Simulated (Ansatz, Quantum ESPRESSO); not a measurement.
This is a calculation of MgTiF4 for Quantum ESPRESSO 7.5. The cell comes from a database or a generator and needn't be the stable form of this composition.

pw.in

```
&CONTROL
  calculation = 'scf'
  prefix = 'pwscf'
  outdir = './tmp'
  pseudo_dir = './pseudo'
  tprnfor = .true.
  tstress = .true.
  disk_io = 'nowf'
/
&SYSTEM
  ibrav = 0
  nat = 6
  ntyp = 3
  ecutwfc = 55
  ecutrho = 440
  nbnd = 30
  occupations = 'smearing'
  smearing = 'fd'
  degauss = 0.00367493
/
&ELECTRONS
  conv_thr = 1.2d-09
  electron_maxstep = 120
  mixing_beta = 0.5
/
ATOMIC_SPECIES
Ti    47.8670 ti_pbe_v1.4.uspp.F.UPF
Mg    24.3050 Mg.pbe-n-kjpaw_psl.0.3.0.UPF
F     18.9984 f_pbe_v1.4.uspp.F.UPF
CELL_PARAMETERS angstrom
   3.6030380000    0.0000000000    0.0000000000
   0.0000000000    3.6030380000    0.0000000000
   0.0000000000    0.0000000000    5.1133740000
ATOMIC_POSITIONS crystal
Ti     0.5000000000    0.5000000000    0.0000000000
Mg     0.0000000000    0.0000000000    0.5000000000
F      0.0000000000    0.5000000000    0.2552090000
F      0.0000000000    0.5000000000    0.7447910000
F      0.5000000000    0.0000000000    0.7447910000
F      0.5000000000    0.0000000000    0.2552090000
K_POINTS automatic
7 7 5 0 0 0
```

Potentials or basis: SSSP 1.3 efficiency PBE.

The run is started by

```sh
$ OMP_NUM_THREADS=1 pw.x -in pw.in > pw.out
```

Q: What does the same run look like in Ansatz 0.2.0? Potentials or basis there: Ansatz PAW, cutoff 420 eV.

A: As run (cutoffs and basis follow the program's own potentials, and thresholds, step limits or extra output files can differ):

The input input.yaml:

```yaml
crystal:
  lattice:
    - [3.603038, 0.0, 0.0]
    - [0.0, 3.603038, 0.0]
    - [0.0, 0.0, 5.113374]
  atoms:
    - { symbol: Ti, position: [0.5, 0.5, 0.0] }
    - { symbol: Mg, position: [0.0, 0.0, 0.5] }
    - { symbol: F, position: [0.0, 0.5, 0.255209] }
    - { symbol: F, position: [0.0, 0.5, 0.744791] }
    - { symbol: F, position: [0.5, 0.0, 0.744791] }
    - { symbol: F, position: [0.5, 0.0, 0.255209] }
hamiltonian:
  xc: pbe
  pseudopotentials: { kind: paw }
kpoints:
  mp_grid: { grid: [7, 7, 5] }
scf:
  occupations: { method: fermi_dirac, width: 0.05 }
output:
  forces: true
  stress: true
  eigenvalues: true
```

Potentials or basis: Ansatz PAW.

Run with:

```console
$ ansatz run input.yaml --threads 2 --pin off --max-ram 5120MiB --backend cpu --events-out ev --progress --plain --runs-dir out
```

Both were run:

|  | Quantum ESPRESSO | Ansatz |
| --- | --- | --- |
| Pressure | -1.7 GPa | -1.3 GPa |
| Largest force | 0.347 eV/Å | 0.329 eV/Å |

Ansatz's pressure holds a Pulay term of +0.74 GPa for its cutoff of 420 eV, which the other run lacks.

The potentials hold 42 and 50 valence electrons a cell.

Where Ansatz's input types no cutoff or centring, it takes its own default and a Γ-centred mesh.

Pressure is positive in compression.
